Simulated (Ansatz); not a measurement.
A crystal relaxed with r2SCAN in the plane-wave code Ansatz has space group P2_13 (No. 198) and a = 4.403 Å.

| atom | site | x | y | z |
| --- | --- | --- | --- | --- |
| Xx | 4a | 0.8633 | 0.6367 | 0.3633 |
| Si | 4a | 0.1589 | 0.3411 | 0.6589 |

r2SCAN gives an indirect gap of 0.34 eV, from Γ–X (0.67 of the way from Γ) to k = (0, 1/3, 1/6); the least direct gap is 0.36 eV at Γ–X (0.67 of the way from Γ). The HSE06 gap is indirect, 1.47 eV (Γ–X (0.50 of the way from Γ) to M–Γ (0.50 of the way from M)), below the direct gap of 1.51 eV at k = (-0.078, -0.089, 0.292). Meshes: r2SCAN 6×6×6, HSE06 4×4×4. r2SCAN's ε∞ is 31.7 in all directions.

**Question.** Which element is Xx?
A. Ru
B. Fe
C. Os

**Answer.** B. Xx is Fe: an 8-atom cell of FeSi (P2_13) from a materials database. Around Fe lie 7 Si at 2.25–2.47 Å; around Si lie 7 Fe at 2.25–2.47 Å.

No spin polarisation and no zero-point or thermal motion.

Coordinates of k points refer to the reciprocal vectors of the primitive cell of the runs.

The meshes of the hybrids are coarse, so their gaps aren't converged to the digits shown.
